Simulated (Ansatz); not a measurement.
CdO (rock salt): values from a third-order Birch-Murnaghan fit to a volume scan beside measured ones. Computed values: PBE (plane waves to 420 eV, PAW, scalar-relativistic; Ansatz, an electronic-structure program). CdO was relaxed with its symmetry unable to fall. The PAW data are Ansatz's earlier set.

```
quantity                reference                                    kind    PBE  difference
----------------------  ---------  --------------------------------------  -----  ----------
Lattice constant a (Å)      4.696  measured, room temperature or unstated  4.768      +1.5 %
Bulk modulus B₀ (GPa)         147  measured, room temperature or unstated    126     -14.5 %
```

References as given in: Priya Gopal, Marco Fornari, Stefano Curtarolo et al., Physical Review B (2015), doi:10.1103/physrevb.91.245202. Values not taken to low temperature hold thermal and zero-point shifts that a static calculation lacks, so small differences there are no errors of the method.

(A scan under strain: stresses follow from slopes of the energy per volume, elastic moduli from its curvatures.)
